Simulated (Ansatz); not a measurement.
Consider the following.

C:
```
CELL_PARAMETERS angstrom
     -1.32285     2.76091     2.32248
      1.32285    -2.76091     2.32248
      1.32285     2.76091    -2.32248
ATOMIC_POSITIONS crystal
  C  0.67014 0.32294 0.99309
  C  0.32986 0.67706 0.00691
  C  0.82986 0.82294 0.65280
  C  0.17014 0.17706 0.34720
  C  0.75000 0.75000 0.00000
  C  0.25000 0.25000 0.00000
```

This is the PBEsol-relaxed structure. Tensor components refer to the Cartesian frame of this cell.

**Question.** All from PBEsol in the plane-wave PAW code Ansatz, unless another level is named. Estimate the electron effective mass.

**Answer.** 0.53, 1.6, 4.0 mₑ (principal values).

**Question.** Give the band gap.

**Answer.** 2.70 eV (smallest direct gap 2.72 eV).

**Question.** Give the hole effective mass.

**Answer.** 0.46, 0.52, 1.0 mₑ (principal values).

**Question.** Next, the conduction-band minimum?

**Answer.** on the Γ–X line, 88 % of the way from Γ (k = 0.440, -0.440, 0.440 in fractions of the reciprocal vectors) (2 equivalent valleys).

**Question.** What about the valence-band maximum?

**Answer.** at X (k = 0.500, 0.500, 0.500 in fractions of the reciprocal vectors).

Space group Ibam. The start of the workflow was typed in or built on a structure type; neither database checked (COD, Materials Project) lists it. It is not the phase usual at ambient conditions (space group No. 194, 227). The PBEsol relaxation kept the symmetry of its start; its stability against distortions is not shown here. The volume moved by 18 % from the start of the relaxation.

Potentials: the later of the program's two PAW sets.
